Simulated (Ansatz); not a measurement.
**NaCaF3: computed properties**

Computed with DFT PBE, scalar-relativistic, plane waves, PAW (Ansatz).

Plane waves to 420 eV, a k mesh through Γ of 6×6×6 on the computed 5-atom cell and Gaussian smearing (0.02 eV); no spin polarisation.

The structure is relaxed at this level of theory with its symmetry kept, and needn't be the ground state of this composition.

```xyz
5
Lattice="4.1019 0.0000 0.0000 0.0000 4.1019 0.0000 0.0000 0.0000 4.1019" Properties=species:S:1:pos:R:3 pbc="T T T"
Na    0.0000    0.0000    0.0000
Ca    2.0509    2.0509    2.0509
F     2.0509    0.0000    0.0000
F     0.0000    2.0509    0.0000
F     0.0000    0.0000    2.0509
```

- Space group: Pm-3m (No. 221)
- Volume per atom: 13.80 Å³
- Formation energy from the elements' standard states (uncorrected): -2.951 eV/atom
- Kohn–Sham band gap: 4.97 eV
- Orbital (Löwdin) character of the top 1 eV of the valence band: F 2p 98 %
- Bader charge by site (e): Na (1 in the cell) 0.86, Ca (1 in the cell) 1.73, F (3 in the cell) -0.86

The cell was found from a structure generator's guess, not taken from experiment. Kohn–Sham gaps at this level usually fall short of measured ones.
